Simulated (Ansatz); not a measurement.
Data:

Relaxed PtSe2 (CdI2 type):

```
CELL_PARAMETERS angstrom
      3.73915     0.00000     0.00000
     -1.86957     3.23820     0.00000
      0.00000     0.00000     4.62953
ATOMIC_POSITIONS crystal
  Pt 0.00000 0.00000 0.00000
  Se 0.66667 0.33333 0.27217
  Se 0.33333 0.66667 0.72783
```

In each cell atom 2 (Se, nearest neighbour Pt at 2.500 Å; its periodic images, 3.7 Å or more away, move with it) moves by s·(-0.748, -0.432, -0.504) (towards the nearest neighbour), the rest being held.

Computed with PBEsol-D3(BJ) (plane waves to 420 eV, PAW, scalar-relativistic; Ansatz, a program for electronic structure). k mesh 12×12×8 (Γ-centred), Fermi-Dirac smearing 0.05 eV. The energy includes the smearing's −TS. With partly filled bands, energies and forces of such displacements shift with the k mesh and the smearing. PtSe2 is run without spin polarisation. PtSe2 was relaxed with its symmetry unable to fall. Spin-orbit coupling is left out, though Pt is heavy. The zero of ΔE is the undisplaced structure.

The scan covers s from -0.500 to 0.500 Å in 11 points.

Q: Is the energy the same for displacements of ±0.500 Å, and if not, which side lies higher?

A: Not even: the positive side lies higher at ±0.500 Å. With its periodic images moving along, the atom's site symmetry in this cell is 3m..

Q: What force acts on the atom along the line at s = -0.500 Å?

A: 1.50 eV/Å.

Q: What is the energy change at s = 0.500 Å?

A: 2238 meV/cell.

Q: What is the force constant k = d²E/ds² of this move at s = 0?

A: 8.56 eV/Å².

(A displaced cell: forces are minus the slopes of the energy, force constants its curvatures, and phonons follow from these.)
